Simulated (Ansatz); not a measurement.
Relaxed-ion elastic tensor of I (bcc (W type), Im-3m) in GPa (Voigt order), the program Ansatz at the r²SCAN+D4 level (PAW); density 6.00 g/cm³, 35.11 Å³ per atom.

```csv
,1,2,3,4,5,6
1,29.7,26.5,26.5,0.0,0.0,0.0
2,26.5,29.7,26.5,0.0,0.0,0.0
3,26.5,26.5,29.7,0.0,0.0,0.0
4,0.0,0.0,0.0,-57.3,0.0,0.0
5,0.0,0.0,0.0,0.0,-57.3,0.0
6,0.0,0.0,0.0,0.0,0.0,-57.3
```

**Question.** Is the crystal mechanically stable?

**Answer.** No: the smallest eigenvalue of C is -57.3 GPa.

A made-up cell: these elements were put on the sites of a structure type; the Crystallography Open Database copy checked does not list it. It is not the phase usual at ambient conditions (space group No. 64). The r²SCAN+D4 relaxation kept the symmetry of its start. At this level the phase is mechanically unstable. As this level gives no gap, shear constants depend on the k-mesh and smearing (Fermi–Dirac, 0.1 eV here). Scalar-relativistic: spin–orbit coupling is off unless named, which matters more the heavier the elements.

Potentials: the later of the program's two PAW sets.
